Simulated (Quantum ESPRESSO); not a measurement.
Ga2AlInP4, convergence and cost over cutoff and k mesh

Computed values, not a measurement. The program is pw.x of Quantum ESPRESSO 7.5 (plane-wave density functional theory). The cell is made up: 8 atoms on a zincblende/diamond lattice, with randomly drawn elements, strain and displacements, not relaxed. PseudoDojo standard norm-conserving files (v0.5 for PBE, v0.4.1 for LDA and PBEsol) set the functional; there is no spin polarisation, spin-orbit coupling or dispersion term, and the masses in the input are unused placeholders.

Input of the run in row 2:

```
&control calculation='scf', pseudo_dir='./dojo.nc.sr.pbe.v0_5.standard.upf', outdir='./o', disk_io='medium', tprnfor=.true., tstress=.true. /
&system ibrav=0, nat=8, ntyp=4, nbnd=37, ecutwfc=79.96652505, nosym=.true., tot_charge=0,
 occupations='smearing', smearing='fd', degauss=0.0018374661
/
&electrons conv_thr=7.350e-09, electron_maxstep=60, /
ATOMIC_SPECIES
Al 1.0 Al.upf
Ga 1.0 Ga.upf
In 1.0 In.upf
P 1.0 P.upf
CELL_PARAMETERS angstrom
5.5187 0.0 0.0
0.0 5.5187 0.0
0.0 0.0 5.5187
ATOMIC_POSITIONS angstrom
Ga -0.0647 -0.0311 0.0714
Al -0.0646 2.7573 2.8037
Ga 2.736 -0.0115 2.7462
In 2.7369 2.7493 0.041
P 1.3454 1.341 1.3989
P 1.445 4.1342 4.1799
P 4.0932 1.3839 4.119
P 4.1093 4.152 1.3112
K_POINTS automatic
4 4 4 1 1 1
```

The same cell was run at these settings. Meshes are shifted by half a step, and differences are from the last row, which is itself not exact.

```
cutoff (eV)     k mesh  k points solved  threshold (eV)  free energy less the last row's (eV)  pressure (GPa)  largest stress difference (GPa)  largest force difference (eV/Å)  iterations  wall time (s)  k-point pools              processor
        762  2 x 2 x 2                4           1e-04                                 3.887          -22.75                            28.76                            0.027           7             53              1  AMD EPYC, Zen 5 class
       1088  4 x 4 x 4               32           1e-07                                 0.008            5.99                             0.01                            0.001          10            404              1  AMD EPYC, Zen 5 class
       1377  6 x 6 x 6              108           1e-07                                 0.000            6.00                             0.00                            0.000          10           1905              1  AMD EPYC, Zen 5 class
```

Each pool is one process. Wall times include start-up and a band step at six k points, which weighs most on the coarsest meshes. The runs were on shared virtual cores whose load varied, so times are rough.